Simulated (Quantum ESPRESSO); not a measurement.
## GeZrTi2O7 (input and log of a self-consistent run)

A calculation, not a measurement. The program is pw.x of Quantum ESPRESSO 7.5 (plane-wave density functional theory). The cell is made up: 11 atoms on a fluorite lattice with one site empty, with randomly drawn elements, strain and displacements, not relaxed. PseudoDojo standard norm-conserving files (v0.5 for PBE, v0.4.1 for LDA and PBEsol) set the functional; there is no spin polarisation, spin-orbit coupling or dispersion term, and the masses in the input are unused placeholders. A spin-polarised start on this cell or one of its family kept no moment above 0.05 Bohr magneton at the same smearing; a narrower smearing was not tried.

Input:

```
&control calculation='scf', pseudo_dir='./dojo.nc.sr.pbe.v0_5.standard.upf', outdir='./o', disk_io='low', tprnfor=.true., tstress=.true. /
&system ibrav=0, nat=11, ntyp=4, nbnd=56, ecutwfc=84.00895049, nosym=.true., tot_charge=0,
 occupations='smearing', smearing='fd', degauss=0.0073498644
/
&electrons conv_thr=7.350e-09, electron_maxstep=60, /
ATOMIC_SPECIES
Ge 1.0 Ge.upf
O 1.0 O.upf
Ti 1.0 Ti.upf
Zr 1.0 Zr.upf
CELL_PARAMETERS angstrom
4.8631 0.0283 0.0334
0.0283 4.871 -0.0204
0.0334 -0.0204 4.9596
ATOMIC_POSITIONS angstrom
Ge -0.0251 0.0411 0.0027
Zr 0.0247 2.3863 2.4446
Ti 2.4369 0.0473 2.542
Ti 2.5404 2.4357 0.0343
O 1.2473 1.2271 3.7887
O 1.3152 3.6243 1.2627
O 1.2544 3.6799 3.7344
O 3.6741 1.27 1.2906
O 3.741 1.2546 3.684
O 3.6598 3.6443 1.3084
O 3.6588 3.656 3.7353
K_POINTS automatic
7 7 7 1 1 1
```

The log is shortened where brackets say so; the opening notice, blank lines, dates and the lines on written files are dropped, and the path of the files is cut. It prints rydbergs, bohrs and kilobars, and counts compression as positive stress.

```
     Program PWSCF v.7.5
     Parallel version (MPI & OpenMP), running on       4 processor cores
     Number of MPI processes:                 4
     Threads/MPI process:                     1
     [start-up lines left out]
     bravais-lattice index     =            0
     lattice parameter (alat)  =       9.1903  a.u.
     unit-cell volume          =     792.7426 (a.u.)^3
     number of atoms/cell      =           11
     number of atomic types    =            4
     number of electrons       =        92.00
     number of Kohn-Sham states=           56
     kinetic-energy cutoff     =      84.0090  Ry
     charge density cutoff     =     336.0358  Ry
     scf convergence threshold =      7.3E-09
     mixing beta               =       0.7000
     number of iterations used =            8  plain     mixing
     Exchange-correlation= PBE
                           (   1   4   3   4   0   0   0)
     [axes and pseudopotential details left out]
   Cartesian axes
     site n.     atom                  positions (alat units)
         1        Ge     tau(   1) = (  -0.0051611   0.0084511   0.0005552  )
         2        Zr     tau(   2) = (   0.0050789   0.4906754   0.5026631  )
         3        Ti     tau(   3) = (   0.5010798   0.0097259   0.5226907  )
         4        Ti     tau(   4) = (   0.5223617   0.5008331   0.0070528  )
         5        O      tau(   5) = (   0.2564721   0.2523185   0.7790394  )
         6        O      tau(   6) = (   0.2704338   0.7452352   0.2596387  )
         7        O      tau(   7) = (   0.2579320   0.7566677   0.7678741  )
         8        O      tau(   8) = (   0.7554751   0.2611397   0.2653755  )
         9        O      tau(   9) = (   0.7692312   0.2579731   0.7575108  )
        10        O      tau(  10) = (   0.7525347   0.7493476   0.2690356  )
        11        O      tau(  11) = (   0.7523291   0.7517534   0.7680592  )
     number of k points=   172  Fermi-Dirac smearing, width (Ry)=  0.0073
     Number of k-points >= 100: set verbosity='high' to print them.
     Dense  grid:    82479 G-vectors     FFT dimensions: (  54,  54,  60)
     Estimated max dynamical RAM per process >     508.89 MB
     Estimated total dynamical RAM >       1.93 GB
     Initial potential from superposition of free atoms
     starting charge      91.9936, renormalised to      92.0000
     Starting wfcs are   67 randomized atomic wfcs
     total cpu time spent up to now is        8.0 secs
     per-process dynamical memory:   463.0 Mb
     Self-consistent Calculation
     iteration #  1     ecut=    84.01 Ry     beta= 0.70
     Davidson diagonalization with overlap
     ethr =  1.00E-02,  avg # of iterations =  2.0
     total cpu time spent up to now is       24.2 secs
     total energy              =    -746.70430642 Ry
     estimated scf accuracy    <       5.09195784 Ry
     iteration #  2     ecut=    84.01 Ry     beta= 0.70
     Davidson diagonalization with overlap
     ethr =  5.53E-03,  avg # of iterations =  6.0
     total cpu time spent up to now is       48.9 secs
     total energy              =    -739.19812357 Ry
     estimated scf accuracy    <      89.10574414 Ry
     iteration #  3     ecut=    84.01 Ry     beta= 0.70
     Davidson diagonalization with overlap
     ethr =  5.53E-03,  avg # of iterations =  6.0
     total cpu time spent up to now is       70.8 secs
     total energy              =    -749.24954196 Ry
     estimated scf accuracy    <       3.16823022 Ry
     iteration #  4     ecut=    84.01 Ry     beta= 0.70
     Davidson diagonalization with overlap
     ethr =  3.44E-03,  avg # of iterations =  2.8
     total cpu time spent up to now is       87.5 secs
     total energy              =    -749.62059992 Ry
     estimated scf accuracy    <       0.91062267 Ry
     iteration #  5     ecut=    84.01 Ry     beta= 0.70
     Davidson diagonalization with overlap
     ethr =  9.90E-04,  avg # of iterations =  1.7
     total cpu time spent up to now is      101.5 secs
     total energy              =    -749.56735056 Ry
     estimated scf accuracy    <       0.56291268 Ry
     [iterations 6 to 14 left out]
     iteration # 15     ecut=    84.01 Ry     beta= 0.70
     Davidson diagonalization with overlap
     ethr =  6.68E-09,  avg # of iterations =  2.1
     total cpu time spent up to now is      283.8 secs
     total energy              =    -749.55129821 Ry
     estimated scf accuracy    <       0.00000086 Ry
     iteration # 16     ecut=    84.01 Ry     beta= 0.70
     Davidson diagonalization with overlap
     ethr =  9.33E-10,  avg # of iterations =  5.4
     total cpu time spent up to now is      302.0 secs
     total energy              =    -749.55129844 Ry
     estimated scf accuracy    <       0.00000009 Ry
     iteration # 17     ecut=    84.01 Ry     beta= 0.70
     Davidson diagonalization with overlap
     ethr =  9.46E-11,  avg # of iterations =  3.4
     total cpu time spent up to now is      318.5 secs
     total energy              =    -749.55129845 Ry
     estimated scf accuracy    <       0.00000002 Ry
     iteration # 18     ecut=    84.01 Ry     beta= 0.70
     Davidson diagonalization with overlap
     ethr =  1.88E-11,  avg # of iterations =  4.7
     total cpu time spent up to now is      336.3 secs
     total energy              =    -749.55129845 Ry
     estimated scf accuracy    <       0.00000002 Ry
     iteration # 19     ecut=    84.01 Ry     beta= 0.70
     Davidson diagonalization with overlap
     ethr =  1.88E-11,  avg # of iterations =  2.1
     total cpu time spent up to now is      350.7 secs
     End of self-consistent calculation
     Number of k-points >= 100: set verbosity='high' to print the bands.
     the Fermi energy is    12.5934 ev
!    total energy              =    -749.55129845 Ry
     estimated scf accuracy    <          5.4E-09 Ry
     smearing contrib. (-TS)   =      -0.00647920 Ry
     internal energy E=F+TS    =    -749.54481925 Ry
     The total energy is F=E-TS. E is the sum of the following terms:
     one-electron contribution =    -210.41287014 Ry
     hartree contribution      =     162.93709534 Ry
     xc contribution           =    -157.33249560 Ry
     ewald contribution        =    -544.73654885 Ry
     convergence has been achieved in  19 iterations
     Forces acting on atoms (cartesian axes, Ry/au):
     atom    1 type  1   force =     0.00828605   -0.06443157   -0.04155149
     atom    2 type  4   force =     0.02018250    0.10504201    0.05201874
     atom    3 type  3   force =     0.02829715   -0.09942222    0.06750905
     atom    4 type  3   force =     0.02204055    0.09460257   -0.05678335
     atom    5 type  2   force =     0.06397405   -0.00107098   -0.00826023
     atom    6 type  2   force =     0.01597401   -0.01070363   -0.01357725
     atom    7 type  2   force =     0.01434021    0.01377573    0.00174907
     atom    8 type  2   force =    -0.08354295   -0.04003698   -0.05599117
     atom    9 type  2   force =    -0.07030731   -0.05788062    0.06256842
     atom   10 type  2   force =    -0.00566929    0.03941654   -0.04292991
     atom   11 type  2   force =    -0.01357497    0.02070915    0.03524812
     Total force =     0.286916     Total SCF correction =     0.000202
     Computing stress (Cartesian axis) and pressure
          total   stress  (Ry/bohr**3)                   (kbar)     P=       41.69
   0.00060866  -0.00000960  -0.00003698           89.54       -1.41       -5.44
  -0.00000960   0.00034028  -0.00027874           -1.41       50.06      -41.00
  -0.00003698  -0.00027874  -0.00009871           -5.44      -41.00      -14.52
     init_run     :      7.55s CPU      7.86s WALL (       1 calls)
     electrons    :    341.78s CPU    342.63s WALL (       1 calls)
     forces       :      3.14s CPU      3.15s WALL (       1 calls)
     stress       :     10.78s CPU     10.78s WALL (       1 calls)
     [timing details left out]
     PWSCF        :   6m 3.49s CPU   6m 4.70s WALL
     JOB DONE.
```

In other units: free energy -10198.165 eV for the cell, pressure 4.17 GPa, largest force component 2.701 eV/Å. A rerun of a related cell, with the same atoms placed differently, at a cutoff of 1467 eV and k mesh 9 x 9 x 9 moved values by no more than 0.003 eV in energy, 0.05 GPa in stress and 0.003 eV/Å in force.